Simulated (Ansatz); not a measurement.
Relaxed Cd (hcp, Mg type):

```yaml
crystal:
  lattice:
    - [6.03211, 0.00000, 0.00000]
    - [-1.50803, 2.61198, 0.00000]
    - [0.00000, 0.00000, 5.81912]
  atoms:
    - { symbol: Cd, position: [0.16667, 0.66667, 0.75000] }
    - { symbol: Cd, position: [0.66667, 0.66667, 0.75000] }
    - { symbol: Cd, position: [0.33333, 0.33333, 0.25000] }
    - { symbol: Cd, position: [0.83333, 0.33333, 0.25000] }
```

A phonon eigenvector at M = (0.5, 0.0, 0.0) is frozen into this cell: atom i moves by Q times the vector below, so Q is the largest atomic displacement, in Å. The cell is held. (q is in reciprocal vectors of the primitive cell; the cell shown is doubled to hold the pattern.)

| atom | x | y | z |
|---|---|---|---|
| Cd1 | 0.000 | 0.000 | 1.000 |
| Cd2 | 0.000 | 0.000 | -1.000 |
| Cd3 | 0.000 | 0.000 | 1.000 |
| Cd4 | 0.000 | 0.000 | -1.000 |

The numbers are results of PBE (plane waves to 420 eV, PAW, scalar-relativistic; Ansatz, a first-principles code), not measurements. k mesh 9×18×8 (Γ-centred), Fermi-Dirac smearing 0.05 eV. The energy includes the smearing's −TS. With partly filled bands, energies and forces of such displacements shift with the k mesh and the smearing. Cd was relaxed with its symmetry unable to fall. The relaxed volume of Cd is well above the measured one; the method has no dispersion term. The zero of ΔE is the undisplaced structure.

Successive frames, forces in eV/Å:

| frame | ΔE (eV/cell) | F on Cd1 | F on Cd2 | F on Cd3 | F on Cd4 |
|---|---|---|---|---|---|
| Q = 0.000 Å | 0.000 | (0.000, 0.000, 0.000) | (0.000, 0.000, 0.000) | (0.000, 0.000, 0.000) | (0.000, 0.000, 0.000) |
| Q = -0.047 Å | 0.002 | (0.003, 0.002, 0.020) | (0.003, 0.002, -0.020) | (-0.003, -0.002, 0.020) | (-0.003, -0.002, -0.020) |
| Q = -0.093 Å | 0.008 | (0.012, 0.007, 0.045) | (0.012, 0.007, -0.045) | (-0.012, -0.007, 0.045) | (-0.012, -0.007, -0.045) |
| Q = -0.140 Å | 0.019 | (0.028, 0.016, 0.076) | (0.028, 0.016, -0.076) | (-0.028, -0.016, 0.076) | (-0.028, -0.016, -0.076) |

Q: What are the energy and the forces in the next frame, Q = -0.187 Å?

A: ΔE (eV/cell) = 0.037.

```json
[
 {"atom": "Cd1", "Fx": "0.054", "Fy": "0.031", "Fz": "0.119"},
 {"atom": "Cd2", "Fx": "0.054", "Fy": "0.031", "Fz": "-0.119"},
 {"atom": "Cd3", "Fx": "-0.054", "Fy": "-0.031", "Fz": "0.119"},
 {"atom": "Cd4", "Fx": "-0.054", "Fy": "-0.031", "Fz": "-0.119"}
]
```

(A displaced cell: forces are minus the slopes of the energy, force constants its curvatures, and phonons follow from these.)
